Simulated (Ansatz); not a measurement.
LiAu₃:
```
CELL_PARAMETERS angstrom
      3.98555     0.00000     0.00000
      0.00000     3.98555     0.00000
      0.00000     0.00000     3.98555
ATOMIC_POSITIONS crystal
  Au 0.00000 0.50000 0.50000
  Au 0.50000 0.00000 0.50000
  Au 0.50000 0.50000 0.00000
  Li 0.00000 0.00000 0.00000
```

Relaxed with PBEsol. Special points in fractions of this cell's reciprocal vectors: Γ (0.000, 0.000, 0.000); X (0.000, 0.500, 0.000); M (0.500, 0.500, 0.000); R (0.500, 0.500, 0.500).

List the band energies nearest the Fermi level at these points for the program Ansatz at the PBEsol level (PAW).

In eV from the Fermi level; about four levels below and three above (degenerate sets whole), none deeper than 8.9 eV; points with the same levels are listed once.

```tsv
k	below	above
Γ	-1.96 -1.58 -1.58 -1.58	1.16 1.16 1.16
X	-3.54 -3.54 -3.37 -2.65 -1.58	5.42 5.42 5.65
M	-3.10 -0.05 -0.05 -0.01	8.77 8.86 8.86
R	-1.15 -0.81 -0.81 -0.81	2.59 2.59 2.59
```

Space group Pm-3m (Cu3Au type). The workflow started from an entry of the Crystallography Open Database (COD). Its standing as an ambient phase is unchecked. The PBEsol relaxation kept the symmetry of its start; its stability against distortions is not shown here. Scalar-relativistic: spin–orbit coupling is off unless named, which matters more the heavier the elements.

Potentials: the later of the program's two PAW sets.
